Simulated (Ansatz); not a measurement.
**Relaxing Sr**

All numbers below come from DFT PBEsol, scalar-relativistic, plane waves, PAW in Ansatz 0.2.0. Cutoff 420 eV, Γ-centred k mesh, Gaussian smearing, no spin polarisation in the final step.

The start puts Sr on the samarium (9R) structure type (R-3m, No. 166), at a guessed volume.

```
CELL_PARAMETERS angstrom
2.28275 1.31795 11.03240
-2.28275 1.31795 11.03240
0.00000 -2.63590 11.03240
ATOMIC_POSITIONS crystal
Sr 0.00000 0.00000 0.00000
Sr 0.22222 0.22222 0.22222
Sr 0.77778 0.77778 0.77778
```

Cell and atoms relax at zero pressure; the relaxation can't lower the symmetry of the start.

Task: Describe the relaxed structure.

Result: It keeps R-3m (No. 166). The result has the samarium (9R) structure. Conventional cell: a = 4.194 Å, c = 30.859 Å. Around Sr on Wyckoff site a (1 atom of the primitive cell) lie 12 Sr at 4.19 Å; Sr on Wyckoff site c (2 atoms of the primitive cell) is coordinated by 12 Sr at 4.19–4.21 Å.

```
Sr
1.0
     2.09690    1.21064   10.28619
    -2.09690    1.21064   10.28619
     0.00000   -2.42129   10.28619
Sr
3
Direct
  0.00000 0.00000 0.00000
  0.22239 0.22239 0.22239
  0.77761 0.77761 0.77761
```

Task: What are its volume, density and gap?

Result: The volume per atom is 52.22 Å³ and the density is 2.79 g/cm³. The gap on the 15×15×15 mesh is 0 eV (a metal).

The final run used a 15×15×15 mesh on its 3-atom cell and 0.10 eV smearing. Symmetry constrained the relaxation, so the result can be a saddle point. The steps took about 2.8 core-minutes in all.

This form isn't the element's structure at ambient conditions.